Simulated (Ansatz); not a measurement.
Below is a relaxed structure of In₄O. The cell was found from a structure generator's guess, not taken from experiment.

These are results of Ansatz, DFT PBE, scalar-relativistic, plane waves, PAW, not measurements. Cutoff 420 eV, Γ-centred mesh, Gaussian smearing, no spin polarisation.

```cif
data_structure
_symmetry_space_group_name_H-M 'P 1'
_symmetry_Int_Tables_number 1
_cell_length_a 4.3961
_cell_length_b 4.3961
_cell_length_c 6.4938
_cell_angle_alpha 90.000
_cell_angle_beta 90.000
_cell_angle_gamma 90.000
_cell_volume 125.49
loop_
_atom_site_label
_atom_site_type_symbol
_atom_site_fract_x
_atom_site_fract_y
_atom_site_fract_z
_atom_site_occupancy
In1 In 0.00000 0.50000 0.75509 1
In2 In 0.50000 0.00000 0.75509 1
In3 In 0.00000 0.50000 0.24491 1
In4 In 0.50000 0.00000 0.24491 1
O1 O 0.00000 0.00000 0.00000 1
```

Formation energies are uncorrected and refer to the elements' standard structures at the same level (O₂ as a molecule).

(1) Find its symmetry and describe it.

(2) What is its formation energy per atom?

(3) Is it a metal?

Results:

(1) P4/mmm (No. 123). Conventional cell: a = 4.396 Å, c = 6.494 Å. Around In lie 2 O at 2.71 Å and 6 In at 3.11–3.31 Å; O is surrounded by 8 In at 2.71 Å.

(2) −0.12 eV/atom.

(3) Yes, bands cross the Fermi level on the 10×10×6 mesh.

The last run used a 10×10×6 mesh (in the run's order of axes) for its 5-atom cell and Gaussian smearing of 0.10 eV. Symmetry constrained the relaxation, so the result can be a saddle point. Another cell of In4O relaxed alike, in I-43m, lies 182 meV/atom lower, so this cell isn't the stable form at this level.
